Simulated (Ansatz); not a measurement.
## Profile along the Hf–Hf line in Hf (hcp, Mg type)

Hf (hcp, Mg type)

```xyz
2
Lattice="3.1979 0.0000 0.0000 -1.5990 2.7695 0.0000 0.0000 0.0000 5.0473" Properties=species:S:1:pos:R:3 pbc="T T T"
Hf     0.0000     1.8463     3.7855
Hf     1.5990     0.9232     1.2618
```

Fields along a shortest Hf–Hf line of a (0001) plane (3.20 Å), from Hf to Hf, interpolated on the slice's grid (step about 0.2 Å). Method: r2SCAN (plane waves to 500 eV, PAW, scalar-relativistic; Ansatz, a first-principles code). k mesh 17×17×9. Near the nuclei the fields are pseudised (PAW); where an atom keeps semicore shells as valence, they peak there. Hf is run without spin polarisation. Hf was relaxed with its symmetry unable to fall. Spin-orbit coupling is left out, though Hf is heavy.

| distance from Hf (Å) | valence electron density (e/Å³) | electron localisation function |
|---|---|---|
| 0.00 | 35.56 | x |
| 0.32 | 22.86 | x |
| 0.64 | 6.15 | 0.78 |
| 0.96 | 0.87 | 0.32 |
| 1.28 | 0.23 | 0.15 |
| 1.60 | 0.19 | 0.29 |
| 1.92 | 0.23 | 0.15 |
| 2.24 | 0.87 | 0.32 |
| 2.56 | 6.15 | 0.78 |
| 2.88 | 22.86 | x |
| 3.20 | 35.56 | x |

x: too close to a nucleus for the ELF to mean much.

Density on the Hf–Hf line (3.20 Å) at its midpoint: 0.19 e/Å³. ELF at that point: 0.29.
